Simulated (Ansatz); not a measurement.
## OsI₄: relaxation (Ansatz)

input.yaml:

```yaml
crystal:
  lattice:
    - [4.691154, 4.926037, 0.0]
    - [4.691154, -4.926037, 0.0]
    - [0.0, 0.0, -4.212513]
  atoms:
    - { symbol: I, position: [0.1894, 0.8106, 0.5] }
    - { symbol: I, position: [0.8106, 0.1894, 0.5] }
    - { symbol: Os, position: [0.0, 0.0, 0.0], spin: 2, spin_axis: [-0.89881, 0.42493, -0.10755] }
    - { symbol: I, position: [0.2852, 0.2852, 0.0] }
    - { symbol: I, position: [0.7148, 0.7148, 0.0] }
kpoints:
  mp_grid: { grid: [3, 3, 5], shift: [0, 0, 0] }
magnetization:
  noncollinear: true
  spin_orbit: true
scf:
  occupations: { method: fermi_dirac }
  lower_state_search: "off"
hamiltonian:
  pseudopotentials: { kind: paw_fr }
  xc: pbe
basis:
  ecutwfc: 420
  fft_grid_basis: typed
relax:
  max_steps: 80
  cell: { p_target: 0.0 }
output:
  forces: true
  stress: true
  eigenvalues: true
  bader: true
  populations: true
  elf: true
  write_potential: true
  volumetric_format: npy
  dos:
    e_range: [-12, 8]
    de: 0.05
    projected: { site_lists: { I: [I], Os: [Os] } }
    method: { smearing: { sigma: 0.1, scheme: gaussian } }
  write_density: true
checkpoint:
  read: saved_state
```

Run with:

```bash
ansatz run input.yaml --threads 2 --pin off --max-ram 3584MiB --backend cpu --events-out ev --progress --plain --runs-dir out
```

Origin of the cell: a known structure type with other elements, at an estimated volume, so it need not be a known compound.

The smearing width isn't typed, so it takes its default of 0.1 eV.

The saved state is a converged single point of the same cell. Its moments changed on the way.

Steps («new basis» is an SCF on plane waves selected anew at the same cell):

| step | ΔF (meV/atom) | max force component (eV/Å) | P (GPa) | volume (Å³) | SCF iterations | step was |
| --- | --- | --- | --- | --- | --- | --- |
| 1 | 0.0 | 0.709 | -2.29 | 194.69 | 23 | accepted |
| 2 | -11.6 | 0.811 | 1.82 | 189.68 | 25 | accepted |
| 3 | -27.8 | 0.143 | -0.04 | 186.24 | 17 | accepted |
| 4 | -28.7 | 0.078 | 0.06 | 186.99 | 11 | accepted |
| 5 | -29.1 | 0.007 | -0.02 | 188.10 | 16 | accepted |
| 6 | -29.1 | 0.008 | 0.00 | 188.31 | 14 | accepted |
| 7 | -29.1 | 0.007 | 0.00 | 188.49 | 11 | accepted |
| 8 | -29.1 | 0.002 | 0.00 | 188.86 | 15 | accepted |
| 9 | -29.0 | 0.002 | 0.00 | 188.86 | 11 | new basis |

The starting structure.

Space group Cmmm (No. 65); the run's cell has a = 6.802 Å, b = 6.802 Å, c = 4.213 Å, α = 90.00°, β = 90.00°, γ = 92.80°. Shortest distances: I–Os 2.68 Å.

The relaxed structure.

Space group Cmmm (No. 65); the run's cell has a = 6.875 Å, b = 6.875 Å, c = 4.009 Å, α = 90.00°, β = 90.00°, γ = 94.59°. Shortest distances: I–Os 2.67 Å.

```xyz
5
Lattice="4.6629 5.0519 0.0000 4.6629 -5.0519 0.0000 0.0000 0.0000 -4.0086" Properties=species:S:1:pos:R:3 pbc="T T T"
I     4.6629   -3.2261   -2.0043
I     4.6629    3.2261   -2.0043
Os    0.0000    0.0000    0.0000
I     2.6697    0.0000    0.0000
I     6.6562    0.0000    0.0000
```

| Item | Value |
| --- | --- |
| Free energy lowered by | 29.0 meV/atom |
| Volume change | -3.00 % |
| Final pressure | 0.00 GPa |
| Relaxation steps listed | 9 |
| Formation energy (elements under the same functional, gases as molecules, uncorrected) | 0.130 eV/atom |

Caveats: a starting moment was lost; no moments, though an odd count or open d shells may carry them; the k mesh is coarse if the cell is a metal; the relaxation held the start's symmetry, so the end may be a saddle point.

The run took 2100 s of wall time on 2 CPU thread(s) of a shared host, from a saved density.
